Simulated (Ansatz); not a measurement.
# CaB2 (AlB2-type structure)

Method: PBEsol, scalar-relativistic; no spin polarisation; PAW, 420 eV, Γ-centred 12×12×8 mesh, 0.05 eV Gaussian smearing; code Ansatz; PAW files: Ansatz's generated set soft_2.

```
CELL_PARAMETERS angstrom
3.19957 0.00000 0.00000
-1.59978 2.77091 0.00000
0.00000 0.00000 4.02441
ATOMIC_POSITIONS crystal
Ca 0.00000 0.00000 0.00000
B 0.33333 0.66667 0.50000
B 0.66667 0.33333 0.50000
```

This is a trial structure made by placing the elements on a prototype's sites, so it needn't be the stable form.

Cell and atoms are those of this level's equilibrium.

Path: Γ–M–K–Γ–A–L–H–A | L–M | H–K, with Γ = (0.000, 0.000, 0.000), M = (0.500, 0.000, 0.000), K = (0.333, 0.333, 0.000), A = (0.000, 0.000, 0.500), L = (0.500, 0.000, 0.500), H = (0.333, 0.333, 0.500) in reciprocal vectors of the calculation's cell.

Bands as a text map, energy in eV from the Fermi level (dashes), each leg drawn with the same width:
```
  3.71 |                             *                  *     *            
  3.43 |      *      * ***         ***                   *     *           
  3.14 |       **   *   *                                       ***        
  2.86 |                          *   *                *                   
  2.57 |         * *     *       *                                         
  2.29 |                                                                   
  2.00 |          *     *       *      *                                   
  1.71 |                  *                           *                    
  1.43 |    *    * *                                                       
  1.14 |   * ** *          *   *        *                                  
  0.86 |  *    *    *  *         *****               *   *      ***        
  0.57 | *           *      * ***    *   *              *      *           
  0.29 |**                  ***       *             *   *                  
  0.00 |-**-----------*-----*-------------*--------*----------*---------***
 -0.29 |   *         *     *                    ***    *     *     *****   
 -0.57 |    *       *  *              **   ******         ***              
 -0.86 |  *  *     *                    *  ***     *   *  ** *             
 -1.14 |      **  *     * **                          *       *****        
 -1.43 |     *****       *               **                  ******        
 -1.71 |*****    *        ****         *  ***       *     ***              
 -2.00 |   *             *    *              *       *                     
 -2.29 |                  *              *            *                    
 -2.57 |          *            *              *      *                     
 -2.86 |                *               *      *    *                      
 -3.14 |    *      *            *       *       *  *                       
 -3.43 |                 *                       **  **            **      
 -3.71 |            *            *     *                             **    
 -4.00 |             * *                               *               *   
        Γ      M      K      Γ      A      L      H      AL       MH      K
```

(1) By these bands, is it a metal or an insulator, and if it has a gap, where are the band edges on this path?

Answer:

(1) A metal: bands cross the Fermi level.

It took of the order of 12 core-seconds on a shared host.
